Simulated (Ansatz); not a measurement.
## Strain response of Ta

These are results of Ansatz, DFT r2SCAN, scalar-relativistic, plane waves, PAW, not measurements. Settings: 500 eV cutoff, 16×16×16 k-mesh, Gaussian smearing of 0.10 eV, no spin polarisation.

The relaxed crystal:

```
Ta
1.0
     3.30466    0.00000    0.00000
     0.00000    3.30466    0.00000
     0.00000    0.00000    3.30466
Ta
2
Cartesian
  0.0000 0.0000 0.0000
  1.6523 1.6523 1.6523
```

Deformation: biaxial strain in the a-b plane, with the length and tilt of c and the atoms relaxed, all within the symmetry that the strain leaves. Energies are extrapolated to zero smearing. On this cell's mesh the reference holds a stress of up to 0.19 GPa.

Spin–orbit coupling is left out, which can shift energies with elements as heavy as these.

```csv
strain (%),ΔE (meV/atom),a (Å),b (Å),c (Å)
-6.0,105.6,3.106,3.106,3.602
-4.0,46.0,3.172,3.172,3.488
-2.0,10.7,3.239,3.239,3.392
+0.0,0.0,3.305,3.305,3.305
+2.0,9.5,3.371,3.371,3.226
+4.0,34.8,3.437,3.437,3.134
+6.0,62.2,3.503,3.503,3.048
```

Q: What stiffness (1/V) d²E/dε² at zero strain does a cubic fit over all points give?

A: A cubic fit gives (1/V) d²E/dε² = 411 GPa at zero strain (twice the biaxial modulus).

Q: How does the free axis c answer a small strain?

A: Between the innermost points its strain is -1.25 times the applied one.